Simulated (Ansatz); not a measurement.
The elements of this relaxed trial crystal are hidden behind letters.

```
lattice vectors (Å)
   4.0853    0.0000    0.0000
   0.0000    4.0853    0.0000
   0.0000    0.0000    5.7096
fractional positions
X 0.5000 0.5000 0.5000
Z 0.0000 0.0000 0.5000
Z 0.5000 0.5000 0.0000
Q 0.0000 0.0000 0.0000
```

The calculation used DFT PBE, scalar-relativistic, plane waves, PAW in Ansatz. Cutoff 420 eV, Γ-centred 12×12×8 mesh (4-atom cell), Gaussian smearing of 0.10 eV, collinear spin.

- Space group: P4/mmm (No. 123)
- Conventional cell: a = 4.085 Å, c = 5.710 Å
- Volume per atom: 23.82 Å³
- Density: 4.32 g/cm³
- Energy over the elements: −0.09 eV/atom
- Gap on the 12×12×8 mesh of the 4-atom cell: 0 eV (a metal)
- Net moment per atom: 0.00 μB

Energies are uncorrected and count from the elements' standard states at the same level.

Problem. X is a lanthanide, Z is a d-block element of period 4 and Q is a p-block element of period 2. Which elements are they?

Solution. X = La, Z = Sc, Q = F, so the formula is LaSc2F. Density times volume gives a mean mass of 4.32 × 23.82/1.6605 = 62.0 u per atom, and this set has 62.0 u. La has 6 Sc at 2.85–2.89 Å, 8 F at 4.06 Å and 4 La at 4.09 Å; around Sc on its first site lie 2 F at 2.85 Å and 4 La at 2.89 Å; around F lie 6 Sc at 2.85–2.89 Å; 1 more site not described. Other sets within the hints have nearly the same mass, so mass alone doesn't settle it; this one was computed.

A structure relaxed within its symmetry needn't be a true minimum. Another cell of LaSc2F relaxed alike but without spin, in I4/mmm, lies 1.08 eV/atom lower, so this cell isn't the stable form at this level.
